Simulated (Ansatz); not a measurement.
LaGaO3 (space group R-3c)

```yaml
crystal:
  lattice:
    - [2.73391, 1.57843, 4.38110]
    - [-2.73391, 1.57843, 4.38110]
    - [0.00000, -3.15685, 4.38110]
  atoms:
    - { symbol: La, position: [0.25000, 0.25000, 0.25000] }
    - { symbol: La, position: [0.75000, 0.75000, 0.75000] }
    - { symbol: Ga, position: [0.00000, 0.00000, 0.00000] }
    - { symbol: Ga, position: [0.50000, 0.50000, 0.50000] }
    - { symbol: O, position: [0.75000, 0.18772, 0.31228] }
    - { symbol: O, position: [0.25000, 0.81228, 0.68772] }
    - { symbol: O, position: [0.31228, 0.75000, 0.18772] }
    - { symbol: O, position: [0.68772, 0.25000, 0.81228] }
    - { symbol: O, position: [0.18772, 0.31228, 0.75000] }
    - { symbol: O, position: [0.81228, 0.68772, 0.25000] }
```

Method: LDA (plane waves to 420 eV, PAW, scalar-relativistic; Ansatz, a program for electronic structure). Harmonic phonons by density-functional perturbation theory on a 6×6×6 k mesh, in cm⁻¹; i marks imaginary ones, q is in fractions of the reciprocal vectors of the cell shown, and the three acoustic modes at Γ are left out. The non-analytic (LO-TO) term is not included, so polar modes at Γ have their transverse values. LaGaO3 is run without spin polarisation. LaGaO3 was relaxed with its symmetry unable to fall. This is one of several known forms of LaGaO3; the measured ambient cells at hand have space group No. 62.

Question: Is the structure dynamically stable at Γ?

Answer: Unstable at this level: the lowest mode is 17i cm⁻¹ at Γ.

Question: Predict the phonon wavenumbers at Γ.

Answer: 
```json
[
 {"q": "Γ", "wavenumbers (cm⁻¹)": "17i (×2), 121, 124, 162 (×2), 172 (×2), 230 (×2), 253, 288, 293 (×2), 294, 320 (×2), 366, 400, 425 (×2), 443 (×2), 572, 617 (×2), 727"}
]
```
